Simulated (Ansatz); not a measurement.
The relaxed structure here is a generated cell of ZrS2: the first start was made by placing the elements on the sites of a structure type, and the end was not matched to a known phase here, so it may be hypothetical. Known forms of ZrS2 include space group No. 164.

The end point of a relaxation of ZrS$_{2}$. Calculation: PBEsol (plane waves to 420 eV, PAW, scalar-relativistic; Ansatz, a first-principles code).

```
CELL_PARAMETERS angstrom
     -2.52236     2.52236     5.42116
      2.52236    -2.52236     5.42116
      2.52236     2.52236    -5.42116
ATOMIC_POSITIONS crystal
  Zr 0.50000 0.50000 0.00000
  Zr 0.25000 0.75000 0.50000
  S  0.26693 0.26693 0.00000
  S  0.01693 0.51693 0.50000
  S  0.48307 0.98307 0.50000
  S  0.73307 0.73307 0.00000
```

Determine the symmetry and give the standard cell with its independent sites.

Space group I4₁/amd, origin choice 1 (No. 141); a = 5.045 Å, b = 5.045 Å, c = 10.842 Å, α = 90.00°, β = 90.00°, γ = 90.00°

```
atom  site  symmetry       x       y       z
----  ----  --------  ------  ------  ------
Zr      4b      -4m2  0.0000  0.0000  0.5000
S       8e      2mm.  0.0000  0.0000  0.2669
```

This is the anatase type.

Give the shortest distances between elements (the closest pairs, up to four, under 3.6 Å).

S–Zr 2.53 Å; S–S 3.44 Å.

```yaml
volume_per_atom: 22.99 Å³
band_gap: 0.15 eV, indirect (valence top at X, conduction bottom at Γ) (no spin-orbit coupling)
smallest_direct_gap: 0.54 eV at Γ
```

No spin polarisation in the result.

The run could not lose the symmetry of its start: the end is stationary, and may be a saddle point rather than a minimum.
